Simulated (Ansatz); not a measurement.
NaHO:
```yaml
crystal:
  lattice:
    - [1.70220, -5.44436, 0.00000]
    - [1.70220, 5.44436, 0.00000]
    - [0.00000, 0.00000, 3.37060]
  atoms:
    - { symbol: Na, position: [0.34056, 0.65944, 0.75000] }
    - { symbol: Na, position: [0.65944, 0.34056, 0.25000] }
    - { symbol: H, position: [0.03977, 0.96023, 0.75000] }
    - { symbol: H, position: [0.96023, 0.03977, 0.25000] }
    - { symbol: O, position: [0.87077, 0.12923, 0.25000] }
    - { symbol: O, position: [0.12923, 0.87077, 0.75000] }
```

This is the PBEsol-relaxed structure. Tensor components refer to the Cartesian frame of this cell.

Problem. All from the program Ansatz at the PBEsol level (PAW), unless another level is named. Predict the electronic dielectric constant ε∞ (DFPT).

Solution. 2.38 (xx), 2.38 (yy), 2.53 (zz).

Problem. What about the Bader charges?

Solution. Na +0.86, H +0.50, O -1.36 e.

Problem. Give the Born charges (a third of the trace).

Solution. Na +1.03, H +0.29, O -1.32 e.

Space group Cmcm. The first step of the workflow began from a Materials Project structure, measured or hypothetical; the Crystallography Open Database copy checked does not list it. COD files the formula under space group No. 11. Whether it is the stable phase at ambient conditions was not checked. Symmetry was held in the PBEsol relaxation; its stability against distortions is not shown here.

Potentials: the later of the program's two PAW sets.
